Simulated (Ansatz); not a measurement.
Here is the system:

TaAg:
```
CELL_PARAMETERS angstrom
      1.34280    -5.74427     0.00000
      1.34280     5.74427     0.00000
      0.00000     0.00000     4.52859
ATOMIC_POSITIONS crystal
  Ta 0.68202 0.31798 0.25000
  Ag 0.93646 0.06354 0.25000
  Ta 0.31798 0.68202 0.75000
  Ag 0.06354 0.93646 0.75000
```

This is the r²SCAN-relaxed structure.

Task: All from the program Ansatz at the r²SCAN level (PAW), unless another level is named. Give the formation energy from the elements (no fitted shifts).

Result: 343 meV/atom.

Task: Predict the density of states at the Fermi level.

Result: 0.50 states/eV per atom (mean over ±0.08 eV).

Space group Cmcm. The start of the workflow was typed in or built on a structure type; neither database checked (COD, Materials Project) lists it. Its standing as an ambient phase is unchecked. The cell was relaxed with r²SCAN under the symmetry of its start; its stability against distortions is not shown here. The run is not spin-polarised. Its formation energy is positive at this level, so the cell may be metastable or incomplete. The references are the lowest solids computed at this level, not always the standard phases. Scalar-relativistic: spin–orbit coupling is off unless named, which matters more the heavier the elements.

Potentials: the later of the program's two PAW sets.
